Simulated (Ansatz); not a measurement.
A plane-wave DFT run in Ansatz 0.2.0 (scalar-relativistic PAW potentials unless the input names others): input and command.

```yaml
crystal:
  lattice:
    - [2.6534450853, 0.0, 0.0]
    - [-1.3267225426, 2.2979508514, 0.0]
    - [0.0, 0.0, 2.5551807]
  atoms:
    - { symbol: Mo, position: [0.0, 0.0, 0.5] }
basis:
  ecutwfc: 420
kpoints:
  mp_grid: { grid: [18, 18, 18] }
hamiltonian:
  xc: lda
scf:
  occupations: { method: gaussian, width: 0.15 }
  mixing: { algorithm: anderson, beta: 0.001, ndim: 1 }
  max_iter: 75
output:
  forces: true
  eigenvalues: true
  stress: true
```

```bash
ansatz run input.yaml --threads 1 --pin off --max-ram 2560MiB --backend cpu --events-out ev --progress --plain --runs-dir out
```

Abridged log:
```
Basis set: ecut = 420 eV, 315 PW (Γ)
Bands: 11, of which v1, the nominal top of the filled ones, is band 7 counted from 1 (6 counted from 0)
Symmetry: 24 space group operations
k-points: 370 of 5832
SCF iter   1: F=—  HF=-4841.929934 eV  |F-HF|=—  |Δ(HF+E_count)|=         —  Δρ=8.32e-3  dr2=3.80e-3  ethr=1.77e-3  ⟨swp⟩=5.0  Hψ=23331  notcnv=0
SCF iter   2: F=—  HF=-4841.929937 eV  |F-HF|=—  |Δ(HF+E_count)|=   2.88e-6  Δρ=8.42e-3  dr2=3.82e-3  ethr=2.71e-5  ⟨swp⟩=1.4  Hψ=7322  notcnv=0
SCF iter   3: F=—  HF=-4841.929943 eV  |F-HF|=—  |Δ(HF+E_count)|=   6.14e-6  Δρ=8.43e-3  dr2=3.82e-3  ethr=2.71e-5  ⟨swp⟩=1.0  Hψ=4068  notcnv=0
SCF iter   4: F=—  HF=-4841.929941 eV  |F-HF|=—  |Δ(HF+E_count)|=   2.24e-6  Δρ=8.42e-3  dr2=3.81e-3  ethr=2.71e-5  ⟨swp⟩=1.0  Hψ=4068  notcnv=0
SCF iter   5: F=—  HF=-4841.929939 eV  |F-HF|=—  |Δ(HF+E_count)|=   2.63e-6  Δρ=8.41e-3  dr2=3.80e-3  ethr=2.71e-5  ⟨swp⟩=1.0  Hψ=4068  notcnv=0
SCF iter   6: F=—  HF=-4841.929936 eV  |F-HF|=—  |Δ(HF+E_count)|=   2.64e-6  Δρ=8.41e-3  dr2=3.80e-3  ethr=2.71e-5  ⟨swp⟩=1.0  Hψ=4068  notcnv=0
SCF iter   7: F=—  HF=-4841.929933 eV  |F-HF|=—  |Δ(HF+E_count)|=   2.58e-6  Δρ=8.40e-3  dr2=3.79e-3  ethr=2.71e-5  ⟨swp⟩=1.0  Hψ=4068  notcnv=0
SCF iter   8: F=—  HF=-4841.929931 eV  |F-HF|=—  |Δ(HF+E_count)|=   2.66e-6  Δρ=8.39e-3  dr2=3.78e-3  ethr=2.71e-5  ⟨swp⟩=1.0  Hψ=4068  notcnv=0
   ...
SCF iter  29: F=—  HF=-4841.929876 eV  |F-HF|=—  |Δ(HF+E_count)|=   2.54e-6  Δρ=8.23e-3  dr2=3.64e-3  ethr=2.60e-5  ⟨swp⟩=1.0  Hψ=4068  notcnv=0
SCF iter  30: F=—  HF=-4841.929873 eV  |F-HF|=—  |Δ(HF+E_count)|=   2.70e-6  Δρ=8.22e-3  dr2=3.63e-3  ethr=2.60e-5  ⟨swp⟩=1.0  Hψ=4068  notcnv=0
SCF iter  31: F=—  HF=-4841.929871 eV  |F-HF|=—  |Δ(HF+E_count)|=   2.50e-6  Δρ=8.21e-3  dr2=3.63e-3  ethr=2.59e-5  ⟨swp⟩=1.0  Hψ=4068  notcnv=0
SCF iter  32: F=—  HF=-4841.929873 eV  |F-HF|=—  |Δ(HF+E_count)|=   2.67e-6  Δρ=8.21e-3  dr2=3.62e-3  ethr=7.14e-6  ⟨swp⟩=1.0  Hψ=9666  notcnv=0
Mixer restart at iter 32: flushing history
iteration 32: the SCF's residuals had fallen too slowly under its mixing. It goes on by minimising its free energy, and can end on another state than longer mixing would; under `scf.algorithm: density_mixing` no SCF does so, but by `scf.convergence.dm_fallback`
SCF iter  33: F=—  HF=-4841.928755 eV  |F-HF|=—  |Δ(HF+E_count)|=   1.12e-3  Δρ=1.09e-3  dr2=1.36e-4  ethr=7.14e-6  ⟨swp⟩=3.0  Hψ=38022  notcnv=0
SCF iter  34: F=—  HF=-4841.928695 eV  |F-HF|=—  |Δ(HF+E_count)|=   6.03e-5  Δρ=1.24e-4  dr2=9.38e-7  ethr=9.68e-7  ⟨swp⟩=2.0  Hψ=20186  notcnv=0
SCF iter  35: F=-4841.928694 eV  HF=-4841.928694 eV  |F-HF|=4.06e-10  |Δ(HF+E_count)|=   4.04e-7  Δρ=3.00e-6  dr2=9.27e-10  ethr=7.14e-10  ⟨swp⟩=3.0  Hψ=14527  notcnv=0
SCF iter  36: F=-4841.928694 eV  HF=-4841.928694 eV  |F-HF|=4.06e-10  |Δ(HF+E_count)|=  1.82e-12  Δρ=3.01e-6  dr2=9.29e-10  ethr=6.62e-12  ⟨swp⟩=1.0  Hψ=14734  notcnv=0
SCF 1 converged in 36 iterations: F = -4841.928694 eV  dr2 = 9.29e-10
SCF converged after 36 iterations
Free energy (F): -4841.928694 eV
Harris-Foulkes:  -4841.928694 eV  (|F-HF|=4.06e-10)
Internal energy: -4841.920621 eV  (E = F + TS)
E sigma→0 (E₀):  -4841.924658 eV
Entropy (-TS):   -0.008073 eV (-8.073 meV/atom)
Fermi energy:    20.818846 eV
--- Forces (eV/Å), atoms counted from 1 ---
  atom   1  Mo     0.00000000     0.00000000     0.00000000
--- Stress (GPa, compression-positive) ---
       13.377810       0.000000       0.000000
        0.000000      13.377810       0.000000
        0.000000       0.000000      -6.626707
  P = ⅓ Tr σ = 6.7096 GPa (67.096 kbar)
```

One setting here is unusual or wrong in general: mixing far too weak (scf.mixing: not typed → {"algorithm": "anderson", "beta": 0.001, "ndim": 1}). For this cell it did little harm to the result: the run converged in 36 SCF iterations (reference: 6) with an energy at zero smearing within 0.01 meV/atom of the reference's, pressure 6.71 GPa, largest force 0.000 eV/Å, no gap on the mesh. A reference run from the same start on usual settings converged with pressure 6.71 GPa, largest force 0.000 eV/Å, no gap on the mesh.

The run took 35 s on 1 thread of Intel(R) Xeon(R) Processor @ 2.50GHz (Skylake/Cascade Lake), with other jobs on the host, peak memory 0.45 GiB.